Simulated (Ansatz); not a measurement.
The relaxed structure here is a generated cell of ZrO2: the first start was made by placing the elements on the sites of a structure type, and the end was not matched to a known phase here, so it may be hypothetical. Known forms of ZrO2 include space group No. 14, 137, 225.

One stationary structure of ZrO2. Level of theory: PBEsol (plane waves to 420 eV, PAW, scalar-relativistic; Ansatz, a first-principles code).

```cif
data_O6Zr3
_chemical_formula_sum 'Zr3 O6'
_space_group_name_H-M_alt 'P 1'
_space_group_IT_number 1
_cell_length_a 5.56292
_cell_length_b 5.56292
_cell_length_c 3.43807
_cell_angle_alpha 90.000
_cell_angle_beta 90.000
_cell_angle_gamma 120.000
loop_
_space_group_symop_operation_xyz
  'x, y, z'
loop_
_atom_site_label
_atom_site_type_symbol
_atom_site_fract_x
_atom_site_fract_y
_atom_site_fract_z
_atom_site_occupancy
Zr1 Zr 0.00000 0.00000 0.00000 1
Zr2 Zr 0.33333 0.66667 0.26370 1
Zr3 Zr 0.66667 0.33333 0.73630 1
O1 O 0.37838 0.07640 0.24770 1
O2 O 0.92360 0.30198 0.24770 1
O3 O 0.69802 0.62162 0.24770 1
O4 O 0.62162 0.92360 0.75230 1
O5 O 0.07640 0.69802 0.75230 1
O6 O 0.30198 0.37838 0.75230 1
```

Problem. Find the space group and the Wyckoff positions (tolerance 0.01 Å).

Solution. Space group P-3 (No. 147); a = b = 5.563 Å, c = 3.438 Å, α = β = 90.00°, γ = 120.00°

```csv
atom,site,symmetry,x,y,z
Zr,1a,-3..,0.0000,0.0000,0.0000
Zr,2d,3..,0.3333,0.6667,0.2637
O,6g,1,0.3784,0.0764,0.2477
```

Problem. Give the shortest distances between elements (the closest pairs, up to four, under 3.6 Å).

Solution. O–Zr 2.11 Å; O–O 2.57 Å; Zr–Zr 3.34 Å.

The volume per atom comes out as 10.24 Å³, the density is 6.66 g/cm³ and the band gap is 1.95 eV, indirect (valence top at Γ, conduction bottom at M) (no spin-orbit coupling). The smallest direct gap is 2.17 eV at Γ.

No spin polarisation in the result.

The run could not lose the symmetry of its start, so the end can be a saddle point.
